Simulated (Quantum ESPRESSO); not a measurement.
## AgZnPd5Hf (a guest atom moved from site to site)

Simulated, not a measurement. The program is pw.x of Quantum ESPRESSO 7.5 (plane-wave density functional theory). The cell is made up: eight metal atoms on a face-centred cubic lattice, with elements, volume, strain and displacements drawn at random and not relaxed, so it may be unstable or far from any real phase. PseudoDojo standard norm-conserving files set the functional (PBE unless stated); there is no spin polarisation or spin-orbit coupling, the Fermi-Dirac width of 0.25 eV means electrons at about 2900 K, and the masses in the input are unused placeholders. Heavy elements are run without spin-orbit coupling, which real alloys of them have. A spin test at this wide smearing found no moment, but such smearing suppresses magnetism that the real alloy may have.

The runs move one Zn atom among sites that otherwise hold Pd. Cell, positions, cutoff, mesh and smearing stay as in the input of run 1; sites are counted in its order. Stress in the tables is positive in tension.

Input of run 1:

```
&control calculation='scf', pseudo_dir='./dojo.nc.sr.pbe.v0_5.standard.upf', outdir='./o', disk_io='medium', tprnfor=.true., tstress=.true. /
&system ibrav=0, nat=8, ntyp=4, nbnd=87, ecutwfc=84.00895049, nosym=.true., tot_charge=0,
 occupations='smearing', smearing='fd', degauss=0.0183746611
/
&electrons conv_thr=1.470e-08, electron_maxstep=70, mixing_beta=0.5 /
ATOMIC_SPECIES
Ag 1.0 Ag.upf
Hf 1.0 Hf.upf
Pd 1.0 Pd.upf
Zn 1.0 Zn.upf
CELL_PARAMETERS angstrom
0.0 -2.0071 -2.0071
2.0071 4.0142 -2.0071
8.0283 -4.0142 4.0142
ATOMIC_POSITIONS angstrom
Ag 0.0285 -0.0112 0.0045
Zn 4.0793 -2.0578 2.0804
Pd 4.0176 -0.0223 -0.0416
Hf 7.9869 -1.9225 2.0356
Pd 1.9795 -1.971 -0.1442
Pd 6.0978 -3.9868 2.315
Pd 1.9867 -0.0904 -1.7404
Pd 6.0347 -2.0113 -0.0095
K_POINTS automatic
9 5 3 1 1 1
```

| run | elements on sites 1 to 8 | free energy less that of run 1 (eV) | -TS (eV) | pressure (GPa) | stress xx (GPa) | stress yy (GPa) | stress zz (GPa) | stress yz (GPa) | stress xz (GPa) | stress xy (GPa) | iterations |
| --- | --- | --- | --- | --- | --- | --- | --- | --- | --- | --- | --- |
| 1 | Ag Zn Pd Hf Pd Pd Pd Pd | 0.000 | -1.058 | 4.60 | -3.26 | -4.88 | -5.67 | -0.42 | -0.17 | -0.67 | 19 |
| 2 | Ag Pd Zn Hf Pd Pd Pd Pd | -0.109 | -1.065 | 4.14 | -1.40 | -5.57 | -5.44 | -0.31 | 0.44 | -0.84 | 19 |
| 3 | Ag Pd Pd Hf Zn Pd Pd Pd | -0.085 | -1.100 | 3.73 | -3.42 | -3.45 | -4.32 | -1.65 | 0.41 | -0.76 | 21 |
| 4 | Ag Pd Pd Hf Pd Pd Zn Pd | 0.236 | -1.201 | 3.47 | -2.54 | -3.83 | -4.04 | -1.17 | -0.04 | -0.18 | 20 |
| 5 | Ag Pd Pd Hf Pd Pd Pd Zn | 0.520 | -1.224 | 4.34 | -3.54 | -4.94 | -4.53 | -0.36 | -1.21 | 0.09 | 19 |

Forces Fx Fy Fz (eV/Å):

| site | run 1 | run 2 | run 3 | run 4 | run 5 |
| --- | --- | --- | --- | --- | --- |
| 1 | 0.12 -0.14 1.03 | 0.12 -0.15 1.06 | 0.35 -0.25 1.23 | 0.55 0.02 0.76 | 0.14 -0.13 1.03 |
| 2 | -0.17 0.22 -0.18 | -0.53 0.34 -0.25 | -0.28 0.50 -0.44 | -0.28 0.42 -0.38 | 0.10 0.33 -0.29 |
| 3 | 0.86 0.16 0.19 | 0.26 0.06 0.16 | 0.28 -0.02 0.44 | 0.01 0.23 -0.02 | 0.86 -0.11 0.47 |
| 4 | -0.23 -0.93 0.78 | -0.27 -0.89 0.72 | -0.42 -0.88 0.71 | -0.88 -0.58 0.42 | 0.58 -1.23 1.08 |
| 5 | 0.59 -1.99 2.07 | 0.90 -1.84 1.90 | 0.64 -1.07 1.09 | 0.46 -1.11 1.25 | 0.61 -1.91 2.03 |
| 6 | -0.62 0.71 -1.85 | -0.59 0.55 -1.76 | -0.58 0.55 -1.72 | -0.51 0.53 -1.72 | -1.16 0.41 -1.51 |
| 7 | 0.34 2.07 -2.62 | 0.78 1.97 -2.36 | 0.51 1.36 -1.95 | 1.11 0.67 -0.96 | 0.32 2.07 -2.62 |
| 8 | -0.89 -0.10 0.58 | -0.67 -0.04 0.53 | -0.50 -0.19 0.64 | -0.46 -0.19 0.66 | -1.45 0.58 -0.19 |

The sites are displaced and not relaxed, so the energy differences mix bonding between neighbours with strain and are not ordering energies. A rerun of one cell of this series at a higher cutoff and on a denser mesh moved values by no more than 0.006 eV in energy, 0.07 GPa in stress and 0.004 eV/Å in force, and a second program with other atomic files agreed on that cell to 2 % rms in force and 0.5 GPa in pressure.